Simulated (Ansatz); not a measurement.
BeSe:
```
BeSe
1.0
    0.00000     2.56446     2.56446
    2.56446     0.00000     2.56446
    2.56446     2.56446     0.00000
Se Be
1 1
Direct
  0.75000   0.75000   0.75000
  0.00000   0.00000   0.00000
```

Relaxed with PBEsol.

Q: Give the Bader charges and basin volumes of the independent atoms, plane-wave PAW PBEsol (Ansatz code).

A: 

```json
[
 {"atom": "Se1", "Bader charge (e)": "-1.57", "Bader volume (Å³)": "31.1"},
 {"atom": "Be2", "Bader charge (e)": "+1.57", "Bader volume (Å³)": "2.6"}
]
```

Space group F-43m (zinc blende). The cell was relaxed with PBEsol under the symmetry of its start.

Potentials: the later of the program's two PAW sets.
